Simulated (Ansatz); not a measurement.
## Structure relaxation, Ti₃Al

The start is a randomly generated symmetric cell of Ti3Al (space group No. 108). Cell shape, volume and atoms are optimised at zero target pressure with PBE (plane waves to 420 eV, PAW, scalar-relativistic; Ansatz, a first-principles code). The first steps use a coarse 7×7×7 k-mesh.

Initial structure:
```
CELL_PARAMETERS angstrom
     -3.38292     3.38292     3.23621
      3.38292    -3.38292     3.23621
      3.38292     3.38292    -3.23621
ATOMIC_POSITIONS crystal
  Al 0.18949 0.18949 0.00000
  Al 0.68949 0.68949 0.00000
  Ti 0.01448 0.51448 0.50000
  Ti 0.51448 0.01448 0.50000
  Ti 0.74678 0.24678 0.10396
  Ti 0.14282 0.64282 0.89604
  Ti 0.24678 0.14282 0.50000
  Ti 0.64282 0.74678 0.50000
```

```yaml
outcome: The space group goes from I4cm (No. 108) to P4/mmm (No. 123), with 4 atoms in the primitive cell
volume_change: -9.2 %, from 18.52 to 16.82 Å³/atom
Shortest distances (start → end): "The closest pairs of elements (up to four, under 3.6 Å), start → end: Ti–Ti 1.95 → 2.80 Å; Al–Ti 2.91 → 2.80 Å; Al–Al 3.24 → 3.03 Å"
optimiser_moves: 8
```

The end point of the relaxation:

```cif
data_AlTi3
_chemical_formula_sum 'Al1 Ti3'
_space_group_name_H-M_alt 'P4/mmm'
_space_group_IT_number 123
_space_group_name_Hall '-P 4 2'
_cell_length_a 4.71400
_cell_length_b 4.71400
_cell_length_c 3.02728
_cell_angle_alpha 90.000
_cell_angle_beta 90.000
_cell_angle_gamma 90.000
loop_
_atom_site_label
_atom_site_type_symbol
_atom_site_symmetry_multiplicity
_atom_site_Wyckoff_symbol
_atom_site_fract_x
_atom_site_fract_y
_atom_site_fract_z
_atom_site_occupancy
Al1 Al 1 b 0.00000 0.00000 0.50000 1
Ti1 Ti 1 d 0.50000 0.50000 0.50000 1
Ti2 Ti 2 f 0.00000 0.50000 0.00000 1
```

Final values are on a 10×10×15 k-mesh of the relaxed cell. The start holds a very short contact (Ti–Ti 1.95 Å). No spin polarisation in the result.

The run could not lose the symmetry of its start, so the end can be a saddle point.

The relaxed structure here is a generated cell of Ti3Al: the first start was made by a random draw of sites in a space group, and the end was not matched to a known phase here, so it may be hypothetical. Known forms of Ti3Al include space group No. 194.
